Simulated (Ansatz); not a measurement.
Cu2O in space group Pn-3m (No. 224; Cu on 4c, O on 2a), plane-wave PAW LDA (Ansatz code). The conduction-band minimum lies at Γ, with 1 equivalent valley. Second derivatives d²E/dk² of the lowest band at one valley (eV·Å²), along Cartesian directions:

```
direction  d²E/dk²
---------  -------
[100]        7.880
[010]        7.880
[001]        7.880
[110]        7.880
[101]        7.880
[011]        7.880
```

Q: Find the principal effective masses, the density-of-states mass and the conductivity mass.

A: Off-diagonal terms follow from H_xy = H[110] − (H_xx + H_yy)/2, and m*/mₑ = 7.620 eV·Å² over each eigenvalue: 0.97, 0.97, 0.97. One valley's DOS mass (m₁m₂m₃)^(1/3) = 0.97, conductivity mass 3/(Σ 1/mᵢ) = 0.97 mₑ.

Q: What effective density of states Nc follows at 300 K for parabolic valleys?

A: Nc = 2.509e19 × 1 × (0.97)^(3/2) ≈ 2.4e19 cm⁻³.

The cell was relaxed with LDA under the symmetry of its start. No spin polarisation was allowed. No Hubbard U is applied.

Potentials: the earlier of the program's two PAW sets. The files were generated under PBE; for other functionals the program regenerates the frozen cores, and for LDA and PBEsol the local potential too.

Edges and masses are those of Kohn–Sham bands, whose gap is no quasiparticle gap.
